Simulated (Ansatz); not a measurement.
SrTaNO₂ in space group Pmm2 (No. 25; Pearson symbol oP5), LDA (plane waves, PAW; program Ansatz). The conduction-band minimum lies at Γ, with 1 equivalent valley. Second derivatives d²E/dk² of the lowest band at one valley (eV·Å²), along Cartesian directions:

| direction | d²E/dk² |
|---|---|
| [100] | 32.26 |
| [010] | 62.38 |
| [001] | 2.438 |
| [110] | 47.56 |
| [101] | 17.36 |
| [011] | 32.81 |

Task: Find the principal effective masses, the density-of-states mass and the conductivity mass.

Result: Off-diagonal terms follow from H_xy = H[110] − (H_xx + H_yy)/2, and m*/mₑ = 7.620 eV·Å² over each eigenvalue: 0.12, 0.24, 3.1. One valley's DOS mass (m₁m₂m₃)^(1/3) = 0.45, conductivity mass 3/(Σ 1/mᵢ) = 0.24 mₑ.

Task: What effective density of states Nc follows at 300 K for parabolic valleys?

Result: Nc = 2.509e19 × 1 × (0.45)^(3/2) ≈ 7.6e18 cm⁻³.

The first step of the workflow began from a Materials Project structure, measured or hypothetical; the Crystallography Open Database copy checked does not list it. With N and O taken as one species the cell has the higher symmetry P4mm, so it may be an ordered model of a mixed-site phase. Whether it is the stable phase at ambient conditions was not checked. The cell was relaxed with LDA under the symmetry of its start. At this level the phase is dynamically unstable (imaginary phonons). No spin polarisation was allowed. Scalar-relativistic: spin–orbit coupling is off unless named, which matters more the heavier the elements.

Potentials: the later of the program's two PAW sets.

Edges and masses are those of Kohn–Sham bands, whose gap is no quasiparticle gap.
